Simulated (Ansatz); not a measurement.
AgPt:
```cif
data_AgPt
_chemical_formula_sum 'Ag1 Pt1'
_space_group_name_H-M_alt 'P4/mmm'
_space_group_IT_number 123
_space_group_name_Hall '-P 4 2'
_cell_length_a 2.78966
_cell_length_b 2.78966
_cell_length_c 4.26041
_cell_angle_alpha 90.000
_cell_angle_beta 90.000
_cell_angle_gamma 90.000
loop_
_atom_site_label
_atom_site_type_symbol
_atom_site_symmetry_multiplicity
_atom_site_Wyckoff_symbol
_atom_site_fract_x
_atom_site_fract_y
_atom_site_fract_z
_atom_site_occupancy
Ag1 Ag 1 a 0.00000 0.00000 0.00000 1
Pt1 Pt 1 d 0.50000 0.50000 0.50000 1
```

Relaxed at zero pressure with plane-wave PAW PBE (Ansatz code).

Task: The volume is lowered by 3 % and shape and atoms relax at that volume. What pressure results, and how do the axes share the change?

Result: 5.1 GPa; a -0.8 %, b -0.8 %, c -1.3 %; the energy rises by 8 meV/atom.

Task: Give the new structure.

Result: 
Space group P4/mmm (No. 123); a = 2.7660 Å, b = 2.7660 Å, c = 4.2037 Å, α = 90.00°, β = 90.00°, γ = 90.00°

| atom | site | symmetry | x | y | z |
|---|---|---|---|---|---|
| Ag | 1a | 4/mmm | 0.0000 | 0.0000 | 0.0000 |
| Pt | 1d | 4/mmm | 0.5000 | 0.5000 | 0.5000 |

The phase is kept; no other phase was compared at this pressure.

The start of the workflow was typed in or built on a structure type; neither database checked (COD, Materials Project) lists it. Its standing as an ambient phase is unchecked. The PBE relaxation kept the symmetry of its start; whether a distortion lowers the energy is not shown. The run is not spin-polarised. Axis ratios of metals converge slowly with the k-mesh, so a and c are less sure than the volume. Spin–orbit coupling is left out wherever it is not named.

Potentials: the earlier of the program's two PAW sets.
